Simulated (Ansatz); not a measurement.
TiGe in space group P-6m2 (No. 187; Ti on 1a, Ge on 1f) at seven volumes, DFT-PBE in the program Ansatz with PAW potentials, shape and atoms relaxed at each. One row is withheld.

| V (Å³/atom) | P (GPa) |
|---|---|
| 14.877 | 13.54 |
| 15.367 | 8.29 |
| 15.858 | 3.82 |
| 16.348 | 0.00 |
| 16.839 | ? |
| 17.329 | -6.00 |
| 17.820 | -8.33 |

**Question.** Fit the shown pressures and predict the withheld one.

**Answer.** P = (3/2)B₀(x^(7/2) − x^(5/2))[1 + (3/4)(B′ − 4)(x − 1)] with x = (V₀/V)^(2/3). Least squares on the six rows gives V₀ = 16.349 Å³/atom, B₀ = 117 GPa, B′ = 4.36. At V = 16.839, x = 0.9805 and P = -3.24 GPa. The run itself gave -3.25 GPa.

The cell is a constructed one: a structure type filled with these elements; neither database checked (COD, Materials Project) lists it. Its standing as an ambient phase is unchecked. Symmetry was held in the PBE relaxation; whether a distortion lowers the energy is not shown. The run is not spin-polarised.

Potentials: the later of the program's two PAW sets.
